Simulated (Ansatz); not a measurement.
Here is the system:

Au:
```
CELL_PARAMETERS angstrom
      0.00000     2.05425     2.05425
      2.05425     0.00000     2.05425
      2.05425     2.05425     0.00000
ATOMIC_POSITIONS crystal
  Au 0.00000 0.00000 0.00000
```

This is the r²SCAN+D4-relaxed structure.

### Question
All from r²SCAN+D4 (plane waves, PAW; program Ansatz), unless another level is named. Predict the Debye temperature from the elastic constants.

### Answer
134 K.

### Question
Give the elastic constants (relaxed ions, GPa).

### Answer
C11 = 177, C12 = 154, C44 = 28.6.

Space group Fm-3m (fcc (Cu type)). Symmetry was held in the r²SCAN+D4 relaxation. The pairwise dispersion correction was not fitted to metals. As this level gives no gap, shear constants depend on the k-mesh and smearing (Fermi–Dirac, 0.1 eV here). Scalar-relativistic: spin–orbit coupling is off unless named, which matters more the heavier the elements.

Potentials: the later of the program's two PAW sets.
